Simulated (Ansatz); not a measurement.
The relaxed structure here is a generated cell of CsSnI3: the first start was made by placing the elements on the sites of a structure type, and the end was not matched to a known phase here, so it may be hypothetical. Known forms of CsSnI3 include space group No. 62, 221.

A relaxed cell of CsSnI$_{3}$ (R-3c (No. 167)), relaxed on a k-mesh at least as fine as the one used below. Level of theory: r2SCAN (plane waves to 500 eV, PAW, scalar-relativistic; Ansatz, a first-principles code). Γ-centred k-mesh 4×4×4 on the run's cell (coarser than for final values), Fermi–Dirac smearing 0.05 eV.

```
CELL_PARAMETERS angstrom
      4.42021     2.55201     7.05074
     -4.42021     2.55201     7.05074
      0.00000    -5.10402     7.05074
ATOMIC_POSITIONS crystal
  Cs 0.25000 0.25000 0.25000
  Cs 0.75000 0.75000 0.75000
  Sn 0.00000 0.00000 0.00000
  Sn 0.50000 0.50000 0.50000
  I  0.69964 0.80036 0.25000
  I  0.25000 0.69964 0.80036
  I  0.80036 0.25000 0.69964
  I  0.30036 0.19964 0.75000
  I  0.75000 0.30036 0.19964
  I  0.19964 0.75000 0.30036
```

Every atom was then displaced, and the forces became (eV/Å):

```csv
atom,Fx,Fy,Fz
Cs1,0.01,0.00,0.00
Cs2,0.04,-0.05,0.01
Sn3,-0.05,-0.31,-0.15
Sn4,-0.14,0.31,0.14
I5,0.16,0.05,-0.07
I6,-0.16,0.00,0.12
I7,0.27,-0.22,0.26
I8,0.06,-0.24,-0.10
I9,0.05,0.24,-0.03
I10,-0.24,0.22,-0.17
```

Q: Which atom was moved farthest relative to the others, and in which direction?

A: I5, by (-0.13, -0.03, 0.14) Å (0.19 Å, mean shift removed); the next is I8 with 0.15 Å. Its force makes an angle of 158° with its move.

All displacements (Å):

| atom | ux | uy | uz |
|---|---|---|---|
| Cs1 | -0.035 | -0.019 | 0.040 |
| Cs2 | -0.104 | 0.086 | -0.044 |
| Sn3 | 0.018 | 0.138 | 0.004 |
| Sn4 | 0.008 | 0.013 | -0.015 |
| I5 | -0.149 | -0.025 | 0.135 |
| I6 | 0.054 | -0.109 | -0.033 |
| I7 | 0.024 | 0.057 | -0.085 |
| I8 | -0.071 | 0.137 | -0.047 |
| I9 | 0.000 | -0.116 | -0.026 |
| I10 | 0.060 | -0.080 | 0.038 |

Q: Estimate the energy cost of the displacement in the harmonic approximation and compare with the calculation.

A: For a harmonic well ΔE = −½ Σ F·u = 0.113 eV a cell, or 11 meV/atom. The calculated energy relative to the undisplaced cell is +0.011 eV/atom, so the harmonic estimate holds well.

No spin polarisation in the result.

The run that gave the undisplaced cell could not lose the symmetry of its start: the end is stationary, and may be a saddle point rather than a minimum.
